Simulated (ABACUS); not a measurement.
Band structure of CoSi2 (Fm-3m, 12 atoms in the cell; from Materials Project mp-2379, lattice scaled a little).

```
CELL_PARAMETERS angstrom
      5.31815     0.00000     0.00000
      0.00000     5.31815     0.00000
      0.00000     0.00000     5.31815
ATOMIC_POSITIONS crystal
  Co 0.00000 0.00000 0.00000
  Co 0.00000 0.50000 0.50000
  Co 0.50000 0.00000 0.50000
  Co 0.50000 0.50000 0.00000
  Si 0.25000 0.25000 0.75000
  Si 0.25000 0.75000 0.75000
  Si 0.25000 0.75000 0.25000
  Si 0.25000 0.25000 0.25000
  Si 0.75000 0.25000 0.25000
  Si 0.75000 0.75000 0.25000
  Si 0.75000 0.75000 0.75000
  Si 0.75000 0.25000 0.75000
```

Level of theory: PBE, numerical atomic orbitals SZP (confined pseudo-atomic orbitals with Gaussian additions; energy shift 0.003 Ry), PseudoDojo 0.5 standard norm-conserving PBE (tails mended) pseudopotentials (ABACUS 3.10.1).

Settings: basis = SZP numerical atomic orbitals, energy shift 0.003 Ry; KPT = Gamma 4 4 4 0 0 0; basis_type = lcao; dft_functional = PBE; ecutwfc = 100 Ry; smearing_method = fd; smearing_sigma = 0.00734986 Ry; potentials = PseudoDojo 0.5 standard norm-conserving PBE (tails mended); symmetry = 1; symmetry_prec = 1e-05; ks_solver = genelpa; scf_nmax = 100; scf_thr = 1.0e-07; mixing_type = pulay.

The atom-centred basis is finite, which shifts total energies and pressures against plane waves. The run has no spin polarisation, so moments on Co cannot form. A single-zeta basis is rough, for pressures and forces above all. The structure comes from a collection of computed structures, made at another level of theory; the collection holds predicted forms beside known ones. Its lattice was then scaled. No clean gap shows at this smearing width and mesh (spacing up to 0.30 Å⁻¹); the mesh is coarse for partly filled bands, so the values carry mesh errors.

Points are given in units of this cell's reciprocal vectors. Levels in eV from the Fermi level, bands 47 to 52:
```json
[
 {"point": "Γ (0 0 0)", "47": "-1.16", "48": "-1.16", "49": "-1.16", "50": "1.06", "51": "1.77", "52": "1.77"},
 {"point": "X (0 0.5 0)", "47": "-0.35", "48": "-0.35", "49": "-0.35", "50": "-0.35", "51": "-0.34", "52": "-0.34"},
 {"point": "M (0.5 0.5 0)", "47": "-1.09", "48": "-1.09", "49": "0.26", "50": "0.26", "51": "0.26", "52": "0.26"},
 {"point": "R (0.5 0.5 0.5)", "47": "-0.66", "48": "-0.66", "49": "-0.66", "50": "-0.66", "51": "-0.66", "52": "-0.66"}
]
```

4 bands cross the Fermi level along this path, so the cell has no gap at this level.

Higher empty bands are left out: an atom-centred basis made for the valence describes them poorly.

The labels belong to the zone of the cell as typed, which is larger than the primitive one, so the bands are folded: a gap that looks direct here can be indirect in the primitive zone.

The atomic orbitals were generated for these runs; they are not ABACUS's published sets and were checked against plane waves on a few crystals only.

“Tails mended”: in these copies of the files the far tail of each local potential was reset to the Coulomb form.
